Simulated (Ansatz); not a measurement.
SnPd$_{3}$:
```xyz
4
Lattice="3.9384 0.0000 0.0000 0.0000 3.9384 0.0000 0.0000 0.0000 3.9384" Properties=species:S:1:pos:R:3 pbc="T T T"
Sn     0.0000     0.0000     0.0000
Pd     0.0000     1.9692     1.9692
Pd     1.9692     0.0000     1.9692
Pd     1.9692     1.9692     0.0000
```

Relaxed with LDA. Special points in fractions of this cell's reciprocal vectors: Γ (0.000, 0.000, 0.000); X (0.000, 0.500, 0.000); M (0.500, 0.500, 0.000); R (0.500, 0.500, 0.500).

Q: List the band energies nearest the Fermi level at these points for DFT-LDA in the program Ansatz with PAW potentials.

A: In eV from the Fermi level; about four levels below and three above (degenerate sets whole), none deeper than 8.9 eV; points with the same levels are listed once.

```tsv
k	below	above
Γ	-0.27 -0.27 -0.27 0.00 0.00 0.00	4.31 7.72 7.72
X	-2.01 -2.01 -1.91 -1.80 -0.96	0.00 4.15 4.22 4.22
M	-1.79 -1.54 -1.22 -1.15	1.00 1.00 6.24
R	-1.78 -1.78 -0.37 -0.37 -0.37	0.55 1.01 5.01 5.01 5.01
```

Space group Pm-3m (Cu3Au type). The first step of the workflow began from a Materials Project structure, measured or hypothetical; the Crystallography Open Database files this formula in space group No. 221, but the cells were not matched. Its standing as an ambient phase is unchecked. Symmetry was held in the LDA relaxation; of distortions, only those at the zone centre were tested. No spin polarisation was allowed. Scalar-relativistic: spin–orbit coupling is off unless named, which matters more the heavier the elements.

Potentials: the later of the program's two PAW sets.
